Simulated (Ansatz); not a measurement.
NaTeAs in Ansatz, settings compared

The input file (Ansatz 0.2.0, plane waves):

```yaml
crystal:
  lattice:
    - [0.0, 4.147478, 0.0]
    - [4.147478, 0.0, 0.0]
    - [2.073739, 2.073739, -8.626913]
  atoms:
    - { symbol: As, position: [0.5, 0.0, 0.0] }
    - { symbol: As, position: [0.0, 0.5, 0.0] }
    - { symbol: Te, position: [0.3145, 0.3145, 0.371] }
    - { symbol: Te, position: [0.6855, 0.6855, 0.629] }
    - { symbol: Na, position: [0.1195, 0.1195, 0.761] }
    - { symbol: Na, position: [0.8805, 0.8805, 0.239] }
  symmetry: { tolerance: 0.0003 }
kpoints:
  mp_grid: { grid: [5, 5, 5], shift: [0, 0, 0] }
magnetization:
  spin_polarized: false
scf:
  occupations: { method: fermi_dirac }
hamiltonian:
  pseudopotentials: { kind: paw }
  xc: r2scan
basis:
  ecutwfc: 500
output:
  forces: true
  stress: true
  eigenvalues: true
```

The command:

```bash
ansatz run input.yaml --threads 1 --pin off --max-ram 2560MiB --backend cpu --events-out ev --progress --plain --runs-dir out
```

Origin of the cell: a known structure type with other elements, at an estimated volume, so it need not be a known compound.

The smearing width isn't typed, so it takes its default of 0.1 eV.

Output of this run (shortened):

```
Pseudopotentials: kind: paw
Pseudopotential: As, paw, valence charge 15, recommended cutoff 500 eV (meta_gga), As.paw.azcp
Pseudopotential: Te, paw, valence charge 16, recommended cutoff 500 eV (meta_gga), Te.paw.azcp
Pseudopotential: Na, paw, valence charge 9, recommended cutoff 500 eV (meta_gga), Na.paw.azcp
Functional definition: r2SCAN
  exchange = r2scan_x(k0 = k0, k1 = k1, a1 = a1)
  correlation = r2scan_c
Crystal: 6 atoms, lattice volume = 148.396 Å³
Basis set: ecut = 500 eV, 3767 PW (Γ), exchange–correlation on 128×128×288 points (64 copies of the dense FFT grid, shifted against one another)
Bands: 48, of which v1, the nominal top of the filled ones, is band 40 counted from 1 (39 counted from 0)
Symmetry: 16 space group operations
[… 11 lines left out …]
Initial density: superposition of atomic densities (neutral atoms: chi_scale 0, normalization atom), corrected by the library's trained network
Functional: x = r2scan, c = r2scan; τ floored in thin density (d = 2e-4 eV/Å³)
SCF iter   1: F=—  HF=-26696.120616 eV  Δρ=5.94e-3  dr2=1.67e-1  dr2_τ=1.67e-3  defer=9
SCF iter   2: F=—  HF=-26696.139487 eV  Δρ=2.75e-3  dr2=5.12e-2  dr2_τ=6.76e-4  defer=19
SCF iter   3: F=—  HF=-26696.139431 eV  Δρ=1.07e-3  dr2=3.59e-3  dr2_τ=6.04e-5  defer=19
SCF iter   4: F=—  HF=-26696.139928 eV  Δρ=4.57e-4  dr2=1.43e-3  dr2_τ=1.11e-5  defer=19
SCF iter   5: F=—  HF=-26696.139855 eV  Δρ=2.10e-4  dr2=1.36e-4  dr2_τ=1.16e-6  defer=19
SCF iter   6: F=—  HF=-26696.139830 eV  Δρ=1.07e-4  dr2=3.61e-5  dr2_τ=3.97e-7  defer=19
SCF iter   7: F=—  HF=-26696.139839 eV  Δρ=3.01e-5  dr2=1.76e-6  dr2_τ=2.85e-8  defer=19
SCF iter   8: F=—  HF=-26696.139840 eV  Δρ=1.18e-5  dr2=3.31e-7  dr2_τ=1.81e-9  defer=19
SCF iter   9: F=—  HF=-26696.139840 eV  Δρ=3.42e-6  dr2=1.17e-7  dr2_τ=3.27e-10
SCF iter  10: F=-26696.139840 eV  HF=-26696.139840 eV  Δρ=9.81e-7  dr2=4.70e-9  dr2_τ=5.49e-11
SCF 1 converged in 10 iterations: F = -26696.139840 eV  dr2 = 4.70e-9
SCF converged after 10 iterations
Free energy (F): -26696.139840 eV
Harris-Foulkes:  -26696.139840 eV  (|F-HF|=2.14e-9)
Internal energy: -26695.986360 eV  (E = F + TS)
E sigma→0 (E₀):  -26696.063100 eV
Entropy (-TS):   -0.153480 eV (-25.580 meV/atom)
Fermi energy:    7.569085 eV
--- Per-component energies (eV) ---
  E_band       = -1494.849347
  E_kinetic    = 804.230382
  E_local      = -8479.403805  (includes V_loc(G=0)·N_el)
  E_nonlocal   = -1729.834181
  E_hartree    = 4410.808272
  E_xc         = -449.717056
  E_vxc        = -499.196283  (∫ρ·V_xc dr)
  E_paw        = -13601.377775  (= ΣΔE_a)
  E_vpaw       = -444.565330  (= ΣTr[D̂ρ^β])
  E_aug_tail   = -0.000079  (compensation charges beyond the density's cutoff)
  E_vtau       = 32.302030  (kinetic-family band-sum trace: ∫τ·v_τ [+ j·A + Jᵃ·Aᵃ] dr)
  E_ewald      = -7648.294479
  E_core_change = -2.397639  (= ΣΔE_core)
  E_smearing   = -0.153480  (= −TS)
  Σ components = -26696.139840   (vs F -26696.139840, Δ=0.00e0)
--- Forces (eV/Å), atoms counted from 1 ---
  atom   1  As    -0.000000     0.000000     0.000000
  atom   2  As     0.000000     0.000000     0.000000
  atom   3  Te     0.000000     0.000000    -0.234551
  atom   4  Te     0.000000     0.000000     0.234551
  atom   5  Na     0.000000     0.000000     0.612715
  atom   6  Na     0.000000     0.000000    -0.612715
  max |Σ_I F_I| component: 1.11e-16 eV/Å
--- Stress (GPa, compression-positive) ---
       -1.118273       0.000000       0.000000
        0.000000      -1.118273       0.000000
        0.000000       0.000000       0.401271
  P = ⅓ Tr σ = -0.6118 GPa (-6.118 kbar)
```

The same input was run again with these changes:

1. `hamiltonian.xc` r2scan → pbe; `hamiltonian.pseudopotentials` { kind: paw } → { kind: nc }
2. `basis.ecutwfc` 500 → "200 eV"; `scf.algorithm` default → direct_min; `accuracy` default → low
3. `scf.n_extra_bands` default → 4
4. `scf.eigensolver.kind` default → davidson

```
 run        end  SCF iterations  P (GPa)  max force component (eV/Å)  moment (μB)  ΔE(σ→0) (meV/atom)
base  converged              10    -0.61                       0.613            –                   0
   1  converged               9    -0.79                       0.412            –                   –
   2  converged               6    -1.84                       0.713            –             5333.20
   3  converged              10    -0.61                       0.613            –                0.00
   4  converged               9    -0.61                       0.613            –                0.00
```

Energies are compared only where functional, datasets, charge and starting cell are the same.

Not properties of the system: run 2 (too coarse or loose: `basis.ecutwfc` = "200 eV", `accuracy` = low).

Caveats of the base run: no spin-orbit coupling, though heavy elements are present; the k mesh is coarse if the cell is a metal.

Run 1: the cutoff lies below the datasets' advice.
Run 2: the cutoff lies below the datasets' advice.

The base run took 11 s of wall time on 1 CPU thread(s) of a shared host, from the program's own first density.
